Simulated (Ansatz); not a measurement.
**What DFT gives for Mg₂B₃H₂**

```
CELL_PARAMETERS angstrom
3.06916 0.00000 0.00000
-1.53458 2.65797 0.00000
0.00000 0.00000 7.67042
ATOMIC_POSITIONS crystal
H 0.33330 0.66670 0.56660
H 0.66670 0.33330 0.43340
Mg 0.66670 0.33330 0.83990
Mg 0.33330 0.66670 0.16010
B 0.33330 0.66670 0.69490
B 0.66670 0.33330 0.30510
B 0.00000 0.00000 0.00000
```

Method: PBE, no spin polarisation; PAW, plane waves to 420 eV, 12×12×5 Γ-centred mesh, fermi-dirac occupations (width 0.1 eV) (Ansatz 0.2.0), atoms fixed.

Task: Metal or insulator?

Result: It is a metal, with about 2.1 states/eV a cell as the mean within 0.25 eV of the Fermi level, mostly B p (84 %).

Task: Is it stable against the elements?

Result: 1.71 eV an atom against the elements' usual phases (free molecules for gases, crystals otherwise, with no correction for O₂ or N₂), so at this geometry it isn't bound against them. Relaxing would lower it.

Task: Which atom feels the largest force, and which way?

Result: The largest is on H1 (and as large on other atoms): 8.50 eV/Å, components (0.00, 0.00, -8.50). It makes 180° with the line to a nearest neighbour, B5 at 0.98 Å, pointing away from it.

Task: Which element gives electrons and which takes them?

Result: Bader charges in e: Mg +1.50, B -1.32 to -0.06, H -0.78. In the mean Mg gives up most and H takes most.

Origin: a known structure type with other elements, at an estimated volume, so it need not be a known compound. Caveats: atoms or cell far from equilibrium.
